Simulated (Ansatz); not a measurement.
Input:

BiPbIO2:
```yaml
crystal:
  lattice:
    - [-2.01057, 2.01057, 6.90439]
    - [2.01057, -2.01057, 6.90439]
    - [2.01057, 2.01057, -6.90439]
  atoms:
    - { symbol: Bi, position: [0.33395, 0.33395, 0.00000] }
    - { symbol: Pb, position: [0.66107, 0.66107, 0.00000] }
    - { symbol: I, position: [0.99145, 0.99145, 0.00000] }
    - { symbol: O, position: [0.75676, 0.25676, 0.50000] }
    - { symbol: O, position: [0.25676, 0.75676, 0.50000] }
```

This is the r²SCAN+D4-relaxed structure.

Task: All from r²SCAN+D4 (plane waves, PAW; program Ansatz), unless another level is named. Give the band gap.

Result: 2.18 eV (indirect).

Task: Predict the hole effective mass.

Result: 0.88, 1.6, 28 mₑ (principal values).

Task: Next, the electron effective mass?

Result: 0.23, 0.23, 1.3 mₑ (principal values).

Space group I4mm. The first step of the workflow began from a Materials Project structure, measured or hypothetical; the Crystallography Open Database copy checked does not list it. Its standing as an ambient phase is unchecked. The cell was relaxed with r²SCAN+D4 under the symmetry of its start; whether a distortion lowers the energy is not shown. Spin–orbit coupling is left out wherever it is not named.

Potentials: the later of the program's two PAW sets.
